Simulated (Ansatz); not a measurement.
**Guessed and relaxed cells of Al4B3Sb**

A trial structure of Al4B3Sb was built thus: species swapped into a database cell of CrFe3Sb4 (P-3m1, No. 164), with Sb on the Cr sites, B on the Fe sites and Al on the Sb sites. Lengths were set from tabulated atomic sizes, so they are only a guess.

start.xyz

```xyz
8
Lattice="3.5378 0.0000 0.0000 -1.7689 3.0638 0.0000 0.0000 0.0000 9.2246" Properties=species:S:1:pos:R:3 pbc="T T T"
Al    0.0000    2.0425    7.9316
Al    0.0000    2.0425    3.4677
Al    1.7689    1.0213    1.2931
Al    1.7689    1.0213    5.7570
B     0.0000    0.0000    4.6123
B     0.0000    0.0000    2.4022
B     0.0000    0.0000    6.8225
Sb    0.0000    0.0000    0.0000
```

These are results of DFT PBE, scalar-relativistic, plane waves, PAW (Ansatz 0.2.0), not measurements. Cutoff 420 eV, Gaussian smearing, Γ-centred meshes. Cell and atoms relax first on a coarse mesh, the cell is then made exact in the group found at 0.06 to 0.08 Å, and last on a converged mesh; the steps can't lower the symmetry of their start. No spin polarisation.

end.xyz

```xyz
8
Lattice="3.5110 0.0000 0.0000 -1.7555 3.0406 0.0000 0.0000 0.0000 10.4868" Properties=species:S:1:pos:R:3 pbc="T T T"
Al    0.0000    2.0271    8.2854
Al    0.0000    2.0271    4.1280
Al    1.7555    1.0135    2.2014
Al    1.7555    1.0135    6.3588
B     0.0000    0.0000    5.2434
B     0.0000    0.0000    3.4113
B     0.0000    0.0000    7.0756
Sb    0.0000    0.0000    0.0000
```

The symmetry stays P-3m1 (No. 164). The volume per atom grows by 12.0 %, from 12.5 to 14.0 Å³. The shortest distance goes from 2.21 Å (B–B) to 1.83 Å (B–B). The ratio c/a of the conventional cell changes by a factor of 1.15.

- Volume per atom: 13.99 Å³
- Density: 3.89 g/cm³
- Formation energy: +0.18 eV/atom
- Gap on the 12×12×4 mesh of the 8-atom cell: 0 eV (a metal)

Formation energies are uncorrected and refer to the elements' standard structures at the same level. The separate elements lie lower, so it is unstable against them.

The last run used Gaussian smearing of 0.10 eV. Spin–orbit coupling, which can matter for Sb, is left out. A later test with randomly moved atoms led to a structure 52 meV/atom lower, so this end is a saddle point or a shallow minimum. Another cell of the same search, in C2/m, lies 52 meV/atom lower, so this cell isn't the stable form at this level.
